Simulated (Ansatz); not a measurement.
## Calculated quadrupolar parameters for Fe₂O₃

The cell is a structure deposited in the COD, its atoms then relaxed with PBE in this cell.

```yaml
crystal:
  lattice:
    - [2.51900, 1.45435, 4.59067]
    - [-2.51900, 1.45435, 4.59067]
    - [0.00000, -2.90869, 4.59067]
  atoms:
    - { symbol: Fe, position: [0.34632, 0.34632, 0.34632] }
    - { symbol: Fe, position: [0.15368, 0.15368, 0.15368] }
    - { symbol: Fe, position: [0.65368, 0.65368, 0.65368] }
    - { symbol: Fe, position: [0.84632, 0.84632, 0.84632] }
    - { symbol: O, position: [0.56481, 0.93519, 0.25000] }
    - { symbol: O, position: [0.25000, 0.56481, 0.93519] }
    - { symbol: O, position: [0.93519, 0.25000, 0.56481] }
    - { symbol: O, position: [0.43519, 0.06481, 0.75000] }
    - { symbol: O, position: [0.75000, 0.43519, 0.06481] }
    - { symbol: O, position: [0.06481, 0.75000, 0.43519] }
```

Sites (sets of like atoms) are named by element and the number of their first atom in this list.

Computed with Ansatz: DFT, PBE+U (U = 4.0 eV on Fe d), plane waves and PAW, scalar-relativistic, collinear spin, 420 eV cutoff, Γ-centred 11×11×11 k-points, Fermi–Dirac smearing 0.05 eV. Start moments as typed (μB): 5 5 -5 -5 0 0 0 0 0 0 by atom. The program fits them to the shells of the files, so those used differ somewhat.

V_zz is the principal component of the electric field gradient with the largest magnitude, η = (V_xx − V_yy)/V_zz and C_Q = eQV_zz/h.

¹⁷O: I = 5/2, Q = -25.58 mb. Q values from Pyykkö, Mol. Phys. 116, 1328 (2018).

```
site  atoms (order as listed)          first shell  V_zz (10²¹ V/m²)     η  C_Q (MHz)
  Fe               1, 2, 3, 4   6 O at 1.98–2.07 Å              0.47  0.00          –
   O        5, 6, 7, 8, 9, 10  4 Fe at 1.98–2.07 Å             -5.16  0.17       3.19
```

An axis of threefold or higher order runs through Fe, so V_zz lies along it and η is zero.

Fe has no stable isotope with a ground-state quadrupole moment in the table, so no C_Q is given.

At this cell the PBE+U pressure is 10 GPa, so with PBE+U the cell would grow if it were relaxed. The entry's cell may itself be off. The largest force is 1.1 eV/Å, so the atoms aren't at the calculated equilibrium and relaxing them would move these values. Runs of this kind can end above the lowest electronic state. With these PAW files V_zz is typically within 2 to 3 % of all-electron values, but misses above 10 % occur on Fe. The magnetic order is the one that the run reached from its start moments, not necessarily the measured one; the program found signs of a lower order.
